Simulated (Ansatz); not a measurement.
Sn2GeTe3:
```cif
data_GeSn2Te3
_chemical_formula_sum 'Sn2 Ge1 Te3'
_space_group_name_H-M_alt 'P 1'
_space_group_IT_number 1
_cell_length_a 4.35147
_cell_length_b 4.35147
_cell_length_c 10.68643
_cell_angle_alpha 90.000
_cell_angle_beta 90.000
_cell_angle_gamma 120.000
loop_
_space_group_symop_operation_xyz
  'x, y, z'
loop_
_atom_site_label
_atom_site_type_symbol
_atom_site_fract_x
_atom_site_fract_y
_atom_site_fract_z
_atom_site_occupancy
Sn1 Sn 0.33333 0.66667 0.82559 1
Sn2 Sn 0.66667 0.33333 0.17441 1
Ge1 Ge 0.00000 0.00000 0.50000 1
Te1 Te 0.33333 0.66667 0.34918 1
Te2 Te 0.66667 0.33333 0.65082 1
Te3 Te 0.00000 0.00000 0.00000 1
```

This is the PBEsol-relaxed structure.

Problem. All from the program Ansatz at the PBEsol level (PAW), unless another level is named. Give the highest zone-centre frequency.

Solution. 147 cm⁻¹.

Problem. Predict the bulk modulus (Birch–Murnaghan fit).

Solution. 49.9 GPa.

Space group P-3m1. The workflow started from a Materials Project entry (that database holds measured and hypothetical structures alike); the Crystallography Open Database copy checked does not list it. Its standing as an ambient phase is unchecked. The cell was relaxed with PBEsol under the symmetry of its start; of distortions, only those at the zone centre were tested, and some modes there are weakly imaginary. As this level gives no gap, phonon frequencies hold no LO–TO term and depend on the k-mesh and smearing (Fermi–Dirac, 0.1 eV here). Spin–orbit coupling is left out wherever it is not named.

Potentials: the later of the program's two PAW sets.
